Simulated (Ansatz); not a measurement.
CdSe (wurtzite)

```
CELL_PARAMETERS angstrom
      4.38272     0.00000     0.00000
     -2.19136     3.79554     0.00000
      0.00000     0.00000     7.15447
ATOMIC_POSITIONS crystal
  Cd 0.66667 0.33333 0.00047
  Cd 0.33333 0.66667 0.50047
  Se 0.66667 0.33333 0.62473
  Se 0.33333 0.66667 0.12473
```

Equation-of-state scan: isotropic scaling of the cell above, V₀ being its volume. The atoms relax within the cell's symmetry.

Level of theory: PBE (plane waves to 420 eV, PAW, scalar-relativistic; Ansatz, a first-principles code). k mesh 9×9×5 (Γ-centred), Fermi-Dirac smearing 0.05 eV. Energies are smeared free energies. Compression counts positive. With the shape held, the modulus is that of even scaling; a crystal free to change shape is softer. CdSe was relaxed with its symmetry unable to fall. The zero of ΔE is the relaxed starting cell.

| V (Å³/atom) | ΔE (meV/atom) |
|---|---|
| 27.968 | 16.8 |
| 28.266 | 11.4 |
| 28.563 | 7.2 |
| 28.861 | 4.0 |
| 29.158 | 1.7 |
| 29.456 | 0.4 |
| 29.753 | 0.0 |
| 30.051 | 0.4 |
| 30.348 | 1.6 |
| 30.646 | 3.5 |
| 30.943 | 6.1 |
| 31.241 | 9.4 |
| 31.539 | withheld |

**Question.** Fit a third-order Birch-Murnaghan form (E₀, V₀, B₀, B₀′ free) to the given rows and predict ΔE at V = 31.539.

**Answer.** Least squares on the 12 given rows: ΔE = E₀ + (9V₀B₀/16)·y²·[2 + (B₀′ − 4)y], y = (V₀/V)^(2/3) − 1, with V₀ = 29.756 Å³/atom, B₀ = 44.55 GPa (160.2 GPa = 1 eV/Å³; the term in eV is multiplied by 1000), B₀′ = 4.70, E₀ = 0.00 meV/atom; root-mean-square residual 0.02 meV/atom. At 31.539 the fit gives 13.3 meV/atom; the calculation gives 13.3 meV/atom, the same to the digits shown. For the pressure the fit gives -2.26 GPa against the computed -2.26 GPa.

(Under strain, the slope of the energy per volume gives the stress and its curvature an elastic modulus.)
